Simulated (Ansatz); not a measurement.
Given:

FeSi$_{2}$:
```
CELL_PARAMETERS angstrom
      4.89119    -3.85409     0.00000
      4.89119     3.85409     0.00000
      0.00000     0.00000     7.74552
ATOMIC_POSITIONS crystal
  Fe 0.80783 0.19217 0.31260
  Fe 0.19217 0.80783 0.68740
  Fe 0.69217 0.30783 0.81260
  Fe 0.30783 0.69217 0.18740
  Fe 0.71611 0.71611 0.00000
  Fe 0.28389 0.28389 0.00000
  Fe 0.78389 0.78389 0.50000
  Fe 0.21611 0.21611 0.50000
  Si 0.58153 0.67143 0.72660
  Si 0.41847 0.32857 0.27340
  Si 0.91847 0.82857 0.22660
  Si 0.08153 0.17143 0.77340
  Si 0.67143 0.58153 0.27340
  Si 0.32857 0.41847 0.72660
  Si 0.82857 0.91847 0.77340
  Si 0.17143 0.08153 0.22660
  Si 0.85468 0.40207 0.55016
  Si 0.14532 0.59793 0.44984
  Si 0.64532 0.09793 0.05016
  Si 0.35468 0.90207 0.94984
  Si 0.40207 0.85468 0.44984
  Si 0.59793 0.14532 0.55016
  Si 0.09793 0.64532 0.94984
  Si 0.90207 0.35468 0.05016
```

This is the PBEsol-relaxed structure. Cartesian axes are those of the cell as given.

Q: All from DFT-PBEsol in the program Ansatz with PAW potentials, unless another level is named. Estimate the bulk modulus (Birch–Murnaghan fit).

A: 194 GPa.

Q: Give the highest zone-centre frequency (without LO–TO term).

A: 526 cm⁻¹.

Q: Predict the elastic constants (relaxed ions, GPa).

A: C11 = 356, C22 = 403, C33 = 397, C12 = 99.1, C13 = 80.0, C23 = 124, C44 = 146, C55 = 126, C66 = 132.

Space group Cmce. The first step of the workflow began from a Materials Project structure, measured or hypothetical; the Crystallography Open Database files this formula in space group No. 64, but the cells were not matched. Whether it is the stable phase at ambient conditions was not checked. The PBEsol relaxation kept the symmetry of its start; of distortions, only those at the zone centre were tested. No spin polarisation was allowed.

Potentials: the later of the program's two PAW sets.
